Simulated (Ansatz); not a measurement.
# ScZn (Pm-3m), stationary points along a deformation path

The calculation used DFT r2SCAN, scalar-relativistic, plane waves, PAW in Ansatz 0.2.0. Settings: plane waves to 500 eV, k-mesh 16×16×16 (Γ-centred), Gaussian smearing 0.15 eV. No spin polarisation. Energies are free energies at this smearing, counted from the undisturbed cell; pressure is positive in compression.

The starting cell (as given, not relaxed at this level; it stands at -1.4 GPa, and it needn't be the usual structure):

```xyz
2
Lattice="3.3500 0.0000 0.0000 0.0000 3.3500 0.0000 0.0000 0.0000 3.3500" Properties=species:S:1:pos:R:3 pbc="T T T"
Sc    0.0000    0.0000    0.0000
Zn    1.6750    1.6750    1.6750
```

At fixed volume and fractional coordinates, lengths along (0.577, 0.577, 0.577) are scaled against those across it; ρ is that ratio over its starting value. V = 18.798 Å³/atom. Δσ is the stress along the axis less the mean stress across it (compression positive).

| ρ | ΔE (meV/atom) | Δσ (GPa) | space group |
| --- | --- | --- | --- |
| 0.500 | 4291.7 | 215.80 | R-3m |
| 0.600 | 1998.1 | 118.20 | R-3m |
| 0.710 | 807.0 | 65.84 | R-3m |
| 0.850 | 167.9 | 27.40 | R-3m |
| 0.930 | 31.7 | 11.48 | R-3m |
| 1.000 | 0.0 | 0.00 | Pm-3m |
| 1.080 | 30.6 | -9.64 | R-3m |
| 1.200 | 144.9 | -16.75 | R-3m |
| 1.410 | 342.4 | -11.27 | R-3m |
| 1.700 | 434.4 | -3.60 | R-3m |
| 2.000 | 459.0 | 0.00 | Fm-3m |

Q: How does the stress give the slope of the energy, and where is the energy stationary?

A: Along the path d ln(length) is 2/3 d ln ρ on the axis and −1/3 d ln ρ across it, so dE/d ln ρ = −(2/3) V Δσ: the energy falls with ρ where Δσ is positive. Δσ vanishes or changes sign at ρ = 1.000 (Pm-3m), a minimum at 0.0 meV/atom; at ρ = 2.000 (Fm-3m, an end of the scan), at 459.0 meV/atom. Pairs of stationary points between two samples would go unseen, and could change a minimum read from distant neighbours into a maximum. At ρ = 1.000, 2.000 the cell is cubic, where symmetry alone makes the stress isotropic and the slope zero.

Q: Which shear constant sets the curvature at ρ = 1?

A: For a cubic crystal E/V = (2/3) C (ln ρ)² with C = C44, so Δσ = −2C ln ρ. The parabola of Δσ against ln ρ through ρ = 0.930, 1 and 1.080 gives C ≈ 71 GPa with the ions clamped, rough because the steps are large. It is the stress–strain coefficient at this cell's pressure of -1.4 GPa, not the zero-pressure constant.

In a metal these slopes depend on the k mesh and the smearing.